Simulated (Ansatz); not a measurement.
# Cl: all-electron results

```
Cl
1.0
     3.12000   -2.24000    0.00000
     3.12000    2.24000    0.00000
     0.00000    0.00000    8.26000
Cl
4
Direct
  0.13000 0.87000 0.10000
  0.63000 0.37000 0.40000
  0.87000 0.13000 0.90000
  0.37000 0.63000 0.60000
```

Atom numbers follow the list: Cl1, Cl2, Cl3, Cl4.

Structure: COD 9008593, as refined from experiment and not relaxed.

All numbers are computed: DFT, PBE, all-electron LAPW, scalar-relativistic (Ansatz 0.2.0); DFT, PBE, all-electron PAW with datasets made for the crystal, scalar-relativistic (Ansatz 0.2.0).

For LAPW: a Γ-centred 8×8×4 k mesh, Fermi–Dirac smearing of 0.02 eV, basis error target 0.5 meV/atom, no spin polarisation. The crystal-made all-electron datasets (AE datasets) take a cutoff of 340 eV at this cell. The Ansatz runs share mesh, smearing and spin set-up. Values come from LAPW unless marked.

```json
{"Largest force": "0.113 eV/Å on Cl1", "Smallest direct gap on the path": "2.49 eV", "Pressure at this cell": "0.53 GPa", "Volume per atom": "28.86 Å³"}
```

Problem. Give the computed value. Field gradients Vzz (crystal-made datasets).

Solution. Cl1 54.7 (η = 0.06) in 10²¹ V/m².

Problem. Band gap: what does the calculation give?

Solution. 2.44 eV, indirect from the line B0 (-0.379, 0.379, 0.5)–G0 (0.379, 0.621, 0.5) to the line Δ0 (-0.379, 0.379, 0)–Γ (the direct gap is only 0.04 eV larger).

Problem. Give the computed value. Stress xx, yy, zz (compression positive).

Solution. 1.37, 0.33, -0.11 GPa.
